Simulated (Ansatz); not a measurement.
**Notes on CoCu$_{2}$Ge$_{4}$As**

```xyz
8
Lattice="0.0000 5.1013 0.0000 5.1013 0.0000 0.0000 2.5507 2.5507 -4.9982" Properties=species:S:1:pos:R:3 pbc="T T T"
Co    0.0000    0.0000    0.0000
As    2.5507    2.5507    0.0000
Cu    2.5507    5.1013   -2.4991
Cu    5.1013    2.5507   -2.4991
Ge    3.9270    3.9270   -3.7657
Ge    1.3763    3.7250   -1.2326
Ge    6.2757    6.2757   -3.7657
Ge    3.7250    1.3763   -1.2326
```

Method: PBE, no spin polarisation; PAW, plane waves to 420 eV, 8×8×8 Γ-centred mesh, fermi-dirac occupations (width 0.0148 eV) (Ansatz 0.2.0), atoms fixed.

Which element gives electrons and which takes them?

Bader charges in e: Co -0.14, Cu -0.21, Ge +0.26, As -0.47. In the mean Ge gives up most and As takes most.

What is the formation energy?

1.08 eV an atom against the elements' usual phases (free molecules for gases, crystals otherwise, with no correction for O₂ or N₂), so at this geometry it isn't bound against them. Relaxing would lower it.

What does the stress say?

The pressure is 37.1 GPa (compression positive), so with the atoms held at these fractions the cell would first expand; the forces are large, so a full relaxation may end otherwise. The principal stresses 36.0, 36.0, 39.5 GPa differ, so its shape would change too.

What happens at the Fermi level?

It is a metal, with about 5.4 states/eV a cell as the mean within 0.25 eV of the Fermi level, mostly Co d (39 %) and Ge p (37 %).

Which atom feels the largest force, and which way?

The largest is on Ge5 (and as large on other atoms): 5.84 eV/Å, components (-3.91, -3.91, 1.90). It makes 162° with the line to a nearest neighbour, As2 at 2.07 Å, pointing away from it.

Describe some of the short contacts.

As–Ge at 2.07 Å: least valence density 0.91 e/Å³ and ELF 0.67 there. Cu–Ge at 2.21 Å: least valence density 0.58 e/Å³ and ELF 0.41 there. Co–Ge at 2.30 Å: least valence density 0.55 e/Å³ and ELF 0.50 there. These are pseudo-fields; inside the PAW spheres they differ from the all-electron ones.

Origin: a known structure type with other elements, at an estimated volume, so it need not be a known compound. Caveats: no spin polarisation, so a magnetic state may lie lower; atoms or cell far from equilibrium.
